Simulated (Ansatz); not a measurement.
Starting cell, BaTiO3 (cubic perovskite):

```
BaTiO3
1.0
    4.01946     0.00000     0.00000
    0.00000     4.01946     0.00000
    0.00000     0.00000     4.01946
Ba Ti O
1 1 3
Cartesian
  0.00000   0.00000   0.00000
  2.00973   2.00973   2.00973
  0.00000   2.00973   2.00973
  2.00973   2.00973   0.00000
  2.00973   0.00000   2.00973
```

Scan: atom 4 (O, nearest neighbour Ti at 2.010 Å; its periodic images, 4.0 Å or more away, move with it) is displaced along Cartesian z, direction (0.000, 0.000, 1.000) in Cartesian axes, by s. The other atoms stay.

All values below come from PBE (plane waves to 420 eV, PAW, scalar-relativistic; Ansatz, a first-principles code). k mesh 7×7×7 (Γ-centred), Fermi-Dirac smearing 0.05 eV. Energies are smeared free energies. F∥ is the force on the atom along that direction. BaTiO3 is run without spin polarisation. BaTiO3 was relaxed with its symmetry unable to fall. The PAW data are Ansatz's earlier set. This is a high-temperature form of BaTiO3. The zero of ΔE is the undisplaced structure.

| s (Å) | ΔE (meV/cell) | F∥ (eV/Å) |
|---|---|---|
| -0.200 | 116.6 | (withheld) |
| -0.160 | (withheld) | 1.007 |
| -0.120 | 34.5 | 0.646 |
| -0.080 | (withheld) | (withheld) |
| -0.040 | 3.4 | 0.173 |
| 0.000 | 0.0 | 0.000 |
| 0.040 | 3.4 | -0.173 |
| 0.080 | (withheld) | (withheld) |
| 0.120 | 34.5 | -0.646 |
| 0.160 | (withheld) | -1.007 |
| 0.200 | 116.6 | (withheld) |

Task: What belongs in the gaps?

Result: 
- -0.200, F∥ (eV/Å): 1.490
- -0.160, ΔE (meV/cell): 67.1
- -0.080, ΔE (meV/cell): 14.2
- -0.080, F∥ (eV/Å): 0.378
- 0.080, ΔE (meV/cell): 14.2
- 0.080, F∥ (eV/Å): -0.378
- 0.160, ΔE (meV/cell): 67.1
- 0.200, F∥ (eV/Å): -1.490

(A displaced cell: forces are minus the slopes of the energy, force constants its curvatures, and phonons follow from these.)
